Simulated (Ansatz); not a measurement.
Ta (bcc (W type), Im-3m) under volume change, plane-wave PAW LDA (Ansatz code), scaled uniformly.

```
V (Å³/atom)  E − E(relaxed) (meV/atom)  P (GPa)
-----------  -------------------------  -------
15.659                           111.9    24.81
16.175                            47.4    15.41
16.692                            11.3     7.18
17.208                             0.0    -0.01
17.724                            10.2    -6.17
18.240                            38.8   -11.44
18.756                            83.2   -15.99
```

Problem. What does a third-order Birch–Murnaghan fit give for V₀, B₀ and B′?

Solution. V₀ = 17.21 Å³/atom, B₀ = 220 GPa, B′ = 3.8.

Symmetry was held in the LDA relaxation. The run is not spin-polarised. Scalar-relativistic: spin–orbit coupling is off unless named, which matters more the heavier the elements.

Potentials: the later of the program's two PAW sets.
